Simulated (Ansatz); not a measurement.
## Relaxing a structure of Mo

The start is a relaxed Mo cell displaced along its unstable phonon at q = (½, 0, 0) of its primitive reciprocal cell (169i cm⁻¹), largest move 0.15 Å. Cell shape, volume and atoms are optimised at zero target pressure with PBEsol (plane waves to 420 eV, PAW, scalar-relativistic; Ansatz, an electronic-structure program). The first steps use a coarse 7×14×13 k-mesh.

Initial structure:
```yaml
crystal:
  lattice:
    - [5.48331, 0.00000, 0.00000]
    - [-1.37083, 2.37434, 0.00000]
    - [0.00000, 0.00000, 2.49973]
  atoms:
    - { symbol: Mo, position: [0.00000, 0.00000, 0.06001] }
    - { symbol: Mo, position: [0.50000, 0.00000, 0.93999] }
```

Task: What is the largest force in the starting geometry, and on which atom (counted from 1)?

Result: 1.33 eV/Å, on Mo1, Mo2 (atoms numbered as listed).

Task: By how much does the energy per atom fall from start to end?

Result: 0.47 eV/atom.

Task: How does the volume change?

Result: -3.9 %, from 16.27 to 15.64 Å³/atom.

Task: Does it find its way back to the structure it was made from?

Result: It does not go back: it reaches I4/mmm (No. 139), 0.56 eV/atom below the parent.

Task: Is the relaxed structure metallic? Give its gap.

Result: No gap (metallic).

Final values are on a 25×25×25 k-mesh of the relaxed cell. No spin polarisation in the result.

The run could not lose the symmetry of its start: the end is stationary, and may be a saddle point rather than a minimum.

The relaxed structure here is a generated cell of Mo: the first start was made by placing the elements on the sites of a structure type, and the end was not matched to a known phase here, so it may be hypothetical. Known forms of Mo include space group No. 229.
